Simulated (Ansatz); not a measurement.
PbS:
```xyz
2
Lattice="0.0000 3.0043 3.0043 3.0043 0.0000 3.0043 3.0043 3.0043 0.0000" Properties=species:S:1:pos:R:3 pbc="T T T"
Pb     0.0000     0.0000     0.0000
S      3.0043     3.0043     3.0043
```

Relaxed with PBE.

Q: Map the electron localisation function on the plane through (0.000, 0.000, 0.000) spanned by u = [1, 0, 0] and v = [0, 1, -1] in lattice vectors, from the program Ansatz at the PBE level (PAW).

A: x is the fraction of u, y of v (the angle between them is 90°; rows are the nearest grid lines); atoms in the plane: Pb at (0.00, 0.00), S at (0.50, 0.50).
```
y \ x   0.000  0.0952  0.190  0.286  0.381  0.476  0.524  0.619  0.714  0.810  0.905   1.00
------  -----  ------  -----  -----  -----  -----  -----  -----  -----  -----  -----  -----
1.00    0.013   0.044  0.427  0.326  0.109  0.047  0.047  0.109  0.326  0.427  0.044  0.013
0.905   0.044   0.203  0.438  0.264  0.128  0.144  0.144  0.128  0.264  0.438  0.203  0.044
0.857   0.247   0.375  0.398  0.215  0.206  0.352  0.352  0.206  0.215  0.398  0.375  0.247
0.762   0.422   0.368  0.232  0.300  0.665  0.783  0.783  0.665  0.300  0.232  0.368  0.422
0.714   0.325   0.264  0.209  0.514  0.811  0.852  0.852  0.811  0.514  0.209  0.264  0.325
0.619   0.109   0.128  0.410  0.811  0.849  0.677  0.677  0.849  0.811  0.410  0.128  0.109
0.524   0.047   0.144  0.621  0.852  0.675  0.008  0.008  0.675  0.852  0.621  0.144  0.047
0.476   0.047   0.144  0.621  0.852  0.675  0.008  0.008  0.675  0.852  0.621  0.144  0.047
0.381   0.109   0.128  0.410  0.811  0.849  0.677  0.677  0.849  0.811  0.410  0.128  0.109
0.286   0.325   0.264  0.209  0.514  0.811  0.852  0.852  0.811  0.514  0.209  0.264  0.325
0.238   0.422   0.368  0.232  0.300  0.665  0.783  0.783  0.665  0.300  0.232  0.368  0.422
0.143   0.247   0.375  0.398  0.215  0.206  0.352  0.352  0.206  0.215  0.398  0.375  0.247
0.0952  0.044   0.203  0.438  0.264  0.128  0.144  0.144  0.128  0.264  0.438  0.203  0.044
0.000   0.013   0.044  0.427  0.326  0.109  0.047  0.047  0.109  0.326  0.427  0.044  0.013
```

The density is the valence pseudo-density with augmentation charge, so density and ELF within about 1 Å of a nucleus are not all-electron values.

Space group Fm-3m (rock salt). Symmetry was held in the PBE relaxation; of distortions, only those at the zone centre were tested. Spin–orbit coupling is left out wherever it is not named.

Potentials: the later of the program's two PAW sets.
